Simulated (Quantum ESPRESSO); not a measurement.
## RhTi6In (a guest atom moved from site to site)

Computed values, not a measurement. The program is pw.x of Quantum ESPRESSO 7.5 (plane-wave density functional theory). The cell is made up: eight metal atoms on a hexagonal close-packed lattice, with elements, volume, strain and displacements drawn at random and not relaxed, so it may be unstable or far from any real phase. PseudoDojo standard norm-conserving files set the functional (PBE unless stated); there is no spin polarisation or spin-orbit coupling, the Fermi-Dirac width of 0.25 eV means electrons at about 2900 K, and the masses in the input are unused placeholders. A spin test at this wide smearing found no moment, but such smearing suppresses magnetism that the real alloy may have.

The runs move one Rh atom among sites that otherwise hold Ti. Cell, positions, cutoff, mesh and smearing stay as in the input of run 1; sites are counted in its order. Stress in the tables is positive in tension.

Input of run 1:

```
&control calculation='scf', pseudo_dir='./dojo.nc.sr.pbe.v0_5.standard.upf', outdir='./o', disk_io='minimal', tprnfor=.true., tstress=.true. /
&system ibrav=0, nat=8, ntyp=3, nbnd=68, ecutwfc=87.97787729, nosym=.true., tot_charge=0,
 occupations='smearing', smearing='fd', degauss=0.0183746611
/
&electrons conv_thr=1.470e-08, electron_maxstep=70, mixing_beta=0.5 /
ATOMIC_SPECIES
In 1.0 In.upf
Rh 1.0 Rh.upf
Ti 1.0 Ti.upf
CELL_PARAMETERS angstrom
-2.9406 0.0254 0.0223
0.0354 0.0593 -4.7913
0.0881 -10.3005 0.1293
ATOMIC_POSITIONS angstrom
Rh 0.0113 -0.0032 0.0259
Ti 0.0013 -5.1713 0.0978
Ti 0.0694 -3.3891 -2.3271
Ti 0.0743 -8.5434 -2.2977
Ti -1.4142 -2.564 0.0494
Ti -1.4684 -7.7743 0.115
Ti -1.4536 -0.7815 -2.3864
In -1.3949 -5.9697 -2.3196
K_POINTS automatic
8 5 3 1 1 1
```

| run | elements on sites 1 to 8 | free energy less that of run 1 (eV) | -TS (eV) | pressure (GPa) | stress xx (GPa) | stress yy (GPa) | stress zz (GPa) | stress yz (GPa) | stress xz (GPa) | stress xy (GPa) | iterations |
| --- | --- | --- | --- | --- | --- | --- | --- | --- | --- | --- | --- |
| 1 | Rh Ti Ti Ti Ti Ti Ti In | 0.000 | -2.427 | -4.35 | 2.12 | 6.23 | 4.68 | -0.33 | -0.31 | -0.62 | 22 |
| 2 | Ti Rh Ti Ti Ti Ti Ti In | 0.169 | -2.234 | -3.91 | 0.23 | 6.37 | 5.13 | -0.50 | -0.36 | -1.03 | 28 |
| 3 | Ti Ti Rh Ti Ti Ti Ti In | 0.142 | -2.377 | -4.06 | 0.78 | 6.78 | 4.63 | -0.23 | -0.31 | -0.78 | 27 |
| 4 | Ti Ti Ti Ti Ti Rh Ti In | -0.192 | -2.215 | -4.46 | 2.12 | 5.94 | 5.32 | -0.48 | -0.38 | -0.62 | 26 |

Forces Fx Fy Fz (eV/Å):

```
site              run 1              run 2             run 3             run 4
   1    0.03 0.19 -0.05  -0.04 -0.01 -0.15  -0.04 0.02 -0.15   0.09 0.59 -0.17
   2    0.13 0.21 -0.13    0.10 0.50 -0.03   0.19 0.47 -0.04  0.11 -0.26 -0.16
   3    0.01 0.34 -0.04  -0.07 -0.05 -0.11   -0.02 0.23 0.01  -0.01 0.18 -0.05
   4  -0.15 -0.34 -0.04   -0.18 -0.44 0.07  -0.16 -0.35 0.07   -0.08 0.06 0.14
   5     0.05 0.62 0.04    0.02 -0.41 0.04  0.02 -0.31 -0.14    0.00 0.09 0.07
   6   0.11 -1.11 -0.21    0.26 0.38 -0.16   0.23 0.03 -0.16  0.08 -0.12 -0.14
   7    -0.06 0.28 0.18   -0.04 -0.21 0.12  -0.10 -0.62 0.13  -0.04 -0.20 0.14
   8   -0.12 -0.19 0.25    -0.06 0.24 0.23   -0.12 0.53 0.28  -0.14 -0.33 0.17
```

The sites are displaced and not relaxed, so the energy differences mix bonding between neighbours with strain and are not ordering energies. A rerun of one cell of this series at a higher cutoff and on a denser mesh moved values by no more than 0.004 eV in energy, 0.03 GPa in stress and 0.003 eV/Å in force, and a second program with other atomic files agreed on that cell to 2 % rms in force and 0.5 GPa in pressure.